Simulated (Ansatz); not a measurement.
Starting cell, SiC (wurtzite):

```
CELL_PARAMETERS angstrom
      3.07590     0.00000     0.00000
     -1.53795     2.66381     0.00000
      0.00000     0.00000     5.04769
ATOMIC_POSITIONS crystal
  Si 0.66667 0.33333 0.00051
  Si 0.33333 0.66667 0.50051
  C  0.66667 0.33333 0.62469
  C  0.33333 0.66667 0.12469
```

Two-dimensional scan of atom 1 (Si, nearest neighbour C at 1.883 Å; its periodic images, 3.1 Å or more away, move with it): u runs along (1.000, 0.000, 0.000), v along (0.000, 1.000, 0.000) (Cartesian). Cell and other atoms are fixed.

Method: PBEsol (plane waves to 420 eV, PAW, scalar-relativistic; Ansatz, an electronic-structure program). k mesh 10×10×5 (Γ-centred), Fermi-Dirac smearing 0.05 eV. Energies are smeared free energies. SiC was relaxed with its symmetry unable to fall. ΔE is measured from the undisplaced structure. Axes are in Å.

| ΔE (meV/cell) | u = -0.280 | u = -0.140 | u = 0.000 | u = 0.140 | u = 0.280 |
|---|---|---|---|---|---|
| v = -0.280 | 1224 | 1067 | 1019 | 1067 | 1224 |
| v = -0.140 | ? | 345 | 222 | 345 | ? |
| v = 0.000 | ? | 197 | 0 | 197 | ? |
| v = 0.140 | 1313 | 448 | 171 | 448 | 1313 |
| v = 0.280 | 2111 | 960 | 596 | 960 | 2111 |

Q: Complete the blanks.

A: 
- v = -0.140, u = -0.280: 725
- v = -0.140, u = 0.280: 725
- v = 0.000, u = -0.280: 805
- v = 0.000, u = 0.280: 805

(For displaced atoms, the force is minus the slope of the energy, and its curvature is a force constant, which sets phonon frequencies.)
